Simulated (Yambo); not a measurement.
Absorption of BN (space group P6_3/mmc, No. 194) with and without the electron-hole interaction (Yambo, PBEsol bands; 12×12×4 mesh, 5 valence and 2 conduction bands, static screening with 23 bands and a 4 Ry block, scissor 1.66 eV, Tamm-Dancoff; field along x). Axes are Cartesian, with cell vectors (Å) (2.51, 0.00, 0.00), (-1.25, 2.17, 0.00), (0.00, 0.00, 6.61).

```
E (eV)  Im ε, BSE  Im ε, independent quasiparticles
------  ---------  --------------------------------
4.40         0.68                              0.12
4.50         0.81                              0.13
4.60         1.00                              0.14
4.70         1.25                              0.16
4.80         1.62                              0.17
4.90         2.18                              0.19
5.00         3.09                              0.21
5.10         4.71                              0.23
5.20         7.92                              0.26
5.30         14.7                              0.29
5.40         26.0                              0.33
5.50         25.3                              0.38
5.60         14.7                              0.44
5.70         9.25                              0.53
5.80         7.86                              0.65
5.90         8.44                              0.83
6.00         9.13                              1.11
6.10         9.76                              1.60
6.20         9.40                              2.49
6.30         7.37                              3.77
6.40         5.62                              5.34
6.50         4.69                              5.64
6.60         3.93                              5.29
6.70         3.48                              6.14
6.80         2.76                              8.40
6.90         2.25                              9.79
7.00         2.21                              10.4
7.10         1.89                              10.1
7.20         1.46                              9.61
7.30         1.21                              9.02
7.40         1.10                              9.01
7.50         1.04                              10.1
7.60         1.13                              10.8
7.70         1.09                              10.0
7.80         1.02                              7.74
7.90         0.96                              5.67
8.00         1.05                              4.75
8.10         1.23                              4.93
8.20         1.03                              4.37
8.30         0.79                              3.76
8.40         0.61                              3.72
8.50         0.57                              3.85
8.60         0.53                              3.84
8.70         0.48                              3.38
8.80         0.53                              2.81
8.90         0.57                              2.33
9.00         0.62                              1.91
9.10         0.76                              1.55
9.20         0.68                              1.41
9.30         0.54                              1.35
9.40         0.50                              1.37
9.50         0.43                              1.66
9.60         0.41                              2.03
9.70         0.39                              2.01
9.80         0.36                              1.83
9.90         0.35                              1.43
10.00        0.32                              1.31
10.10        0.35                              1.27
10.20        0.36                              1.18
10.30        0.29                              0.99
10.40        0.28                              0.89
10.50        0.33                              0.91
10.60        0.34                              0.85
10.70        0.34                              0.72
10.80        0.34                              0.67
10.90        0.30                              0.70
11.00        0.33                              0.75
11.10        0.34                              0.72
11.20        0.33                              0.72
11.30        0.33                              0.74
```

The scissor comes from a G0W0 run whose convergence isn't established. Broadening 0.15 eV. The band window holds all transitions up to 11.4 eV. Fine structure above the onset can come from the mesh.

Geometry relaxed with PBE+D3(BJ); primitive cell a = b = 2.505 Å, c = 6.610 Å, α = β = 90.00°, γ = 120.00°.
